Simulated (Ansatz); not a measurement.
A generator proposed this cell of SiBr₆.

```xyz
7
Lattice="6.0769 0.0000 0.0000 0.0000 6.0769 0.0000 0.0000 0.0000 6.0769" Properties=species:S:1:pos:R:3 pbc="T T T"
Si    0.0000    0.0000    0.0000
Br    3.0385    3.0385    1.2154
Br    3.0385    3.0385    4.8615
Br    1.2154    3.0385    3.0385
Br    4.8615    3.0385    3.0385
Br    3.0385    1.2154    3.0385
Br    3.0385    4.8615    3.0385
```

Theory: DFT PBE, scalar-relativistic, plane waves, PAW in Ansatz. Plane waves to 420 eV, a k mesh through Γ of 4×4×4 on the computed 7-atom cell and Gaussian smearing (0.10 eV); no spin polarisation.

Energies over the elements count from the elements' standard structures at the same level, with no fitted energy shifts. The references include crystalline Br.

Question: Estimate its pressure, forces and energy as it stands.

Answer: The pressure is 21.1 GPa (it wants to expand), the largest force is 5.46 eV/Å, and the energy is +2.04 eV/atom against the elements. The shortest distance is 2.43 Å.

Question: How much does it gain on relaxing, and where does it end?

Answer: Relaxing gains about 1.2 eV/atom (the start's value is from the coarse mesh, so the gain is rough) in 15 ionic steps and ends at +0.81 eV/atom on the finer mesh. The symmetry stays Pm-3m (No. 221). The volume per atom grows by 103.6 %, from 32.1 to 65.3 Å³. The shortest distance goes from 2.43 Å (Br–Br) to 2.37 Å (Br–Br). Conventional cell: a = 7.703 Å. Si has 24 Br at 5.57 Å (long contacts); Br has 1 Br at 2.37 Å, 4 Br at 3.77 Å, 1 Br at 5.33 Å and 4 Si at 5.57 Å.

The last run used a 6×6×6 mesh for its 7-atom cell and Gaussian smearing of 0.10 eV. Weakly bound directions are ill-defined at this level, which has no dispersion term. The cell is a metal run without spin; a magnetic state may lie lower. The reference form of Br is held partly by dispersion forces, which this level lacks. The relaxation can't lower the symmetry of the start. A structure relaxed within its symmetry needn't be a true minimum.
